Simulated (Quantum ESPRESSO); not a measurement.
# Planted mistakes on one cell of Si3O4NF

Calculated results; nothing here was measured. They come from pw.x of Quantum ESPRESSO 7.5, a plane-wave density functional program, with PseudoDojo standard norm-conserving files (v0.5 for PBE, v0.4.1 for LDA and PBEsol). The cells are made up: elements, strain and atom displacements were drawn at random, and nothing was relaxed. There is no spin polarisation, spin-orbit coupling or dispersion term.

The cell has 9 sites of a quartz lattice. Sites 1 to 3 hold Si Si Si; sites 4 to 9 hold O O O N O F. Cell vectors in Å: (5.063, 0.000, 0.000); (-2.532, 4.385, 0.000); (0.000, 0.000, 5.558). Settings: PBE, cutoff 1143 eV, 5 x 5 x 4 k mesh shifted by half a step, Fermi-Dirac smearing of 0.025 eV.

The intended run has a self-consistency threshold of 1e-07 eV, a smearing term of 0.000 eV, a pressure of -2.91 GPa and 12 iterations. Each further run changes one thing: all lengths scaled by 0.9923; atoms of sites 7 and 8 exchanged; cutoff 829 eV; files of LDA; one electron removed; smearing 0.3 eV; threshold 0.8 eV. A coarse mesh keeps the shift, and a charged cell sits in a uniform background.

```
run,change of free energy (eV),smearing term -TS (eV),change of P (GPa),largest change of a force component (eV/Å),iterations
A,-0.008,-0.043,0.13,0.065,12
B,-0.090,0.000,-0.07,3.688,12
C,0.605,0.000,-6.09,0.011,12
D,-3.572,-0.012,-11.93,3.527,13
E,2.317,0.000,-7.22,0.318,12
F,0.185,0.000,-0.55,0.636,4
G,-0.019,0.000,3.61,0.209,12
```

A rerun of the intended cell at 1437 eV and k mesh 7 x 7 x 6 moved values by no more than 0.002 eV in the cell's energy, 0.02 GPa in stress and 0.002 eV/Å in force.

Question: which change belongs to which run?

## Worked reading

Run F has the fewest iterations, as a run stopped early does. Run A has the largest smearing term, as wide smearing gives. Run G changes the volume by a factor of 0.9771; minus its pressure change over the logarithm of that factor, 156 GPa, is a rough bulk modulus with clamped atoms. Energies from files of another functional, or of a charged cell, have another zero and say nothing on stability; the pressure of a charged cell rests on the program's zero of potential too.

## Key

| run | change |
| --- | --- |
| A | smearing 0.3 eV |
| B | atoms of sites 7 and 8 exchanged |
| C | cutoff 829 eV |
| D | one electron removed |
| E | files of LDA |
| F | threshold 0.8 eV |
| G | all lengths scaled by 0.9923 |